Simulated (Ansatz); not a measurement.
Given:

InSb:
```
InSb
1.0
    4.17325     0.00000     0.00000
   -2.08663     3.61414     0.00000
    0.00000     0.00000     7.34843
In Sb
2 2
Direct
  0.00000   0.00000   0.00000
  0.00000   0.00000   0.50000
  0.33333   0.66667   0.25000
  0.66667   0.33333   0.75000
```

This is the PBEsol-relaxed structure.

Problem. All from PBEsol (plane waves, PAW; program Ansatz), unless another level is named. Estimate the electronic character.

Solution. metallic (no gap).

Problem. Next, the formation energy from the elements (no fitted shifts)?

Solution. 0.032 eV/atom.

Problem. What about the density of states at the Fermi level?

Solution. 0.53 states/eV per atom (mean over ±0.08 eV).

Problem. Predict the gap with spin–orbit coupling.

Solution. none (metallic).

Space group P6_3/mmc (NiAs type). The start of the workflow was typed in or built on a structure type; neither database checked (COD, Materials Project) lists it. It is not the phase usual at ambient conditions (space group No. 216). The PBEsol relaxation kept the symmetry of its start; of distortions, only those at the zone centre were tested. The references are the lowest solids computed at this level, not always the standard phases. Scalar-relativistic: spin–orbit coupling is off unless named, which matters more the heavier the elements.

Potentials: the later of the program's two PAW sets.
